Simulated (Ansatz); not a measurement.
## KMn$_{4}$As$_{3}$, a known structure type with other elements, at an estimated volume

```
K Mn As
1.0
     4.03140    0.00000    0.00000
    -2.01570    3.49129    0.00000
    -2.01570    1.16376   10.92134
K Mn As
1 4 3
Direct
  0.50000 0.50000 0.50000
  0.09027 0.90973 0.27081
  0.90973 0.09027 0.72919
  0.30177 0.69823 0.90531
  0.69823 0.30177 0.09469
  0.22904 0.77096 0.68712
  0.77096 0.22904 0.31288
  0.00000 0.00000 0.00000
```

Single point in Ansatz 0.2.0 with r2SCAN, no spin polarisation. Cutoff 500 eV, PAW datasets, 8×8×8 Γ-centred k mesh, fermi-dirac filling (width 0.1 eV).

Problem. What is the formation energy?

Solution. 0.66 eV an atom against the elements' usual phases (free molecules for gases, crystals otherwise, with no correction for O₂ or N₂), so at this geometry it isn't bound against them. Relaxing would lower it.

Problem. How is the charge shared?

Solution. Bader charges in e: K +0.70, Mn +0.50 to +0.56, As -0.94. In the mean K gives up most and As takes most.

Problem. Where is the largest force?

Solution. The largest is on Mn2 (and as large on other atoms): 2.37 eV/Å, components (0.00, 0.00, -2.37). It makes 101° with the line to a nearest neighbour, As7 at 2.37 Å.

Problem. Is there a gap?

Solution. It is a metal on this mesh, though the bands barely overlap, with about 22 states/eV a cell as the mean within 0.25 eV of the Fermi level, mostly Mn d (93 %).

Problem. Describe some of the short contacts.

Solution. Mn–As at 2.37 Å: least valence density 0.53 e/Å³ and ELF 0.45 there. K–As at 3.10 Å: least valence density 0.11 e/Å³ and ELF 0.07 there. K–Mn at 3.42 Å: least valence density 0.07 e/Å³ and ELF 0.04 there. These are pseudo-fields; inside the PAW spheres they differ from the all-electron ones.

Origin: a known structure type with other elements, at an estimated volume, so it need not be a known compound. Caveats: no spin polarisation, so a magnetic state may lie lower; atoms or cell far from equilibrium.
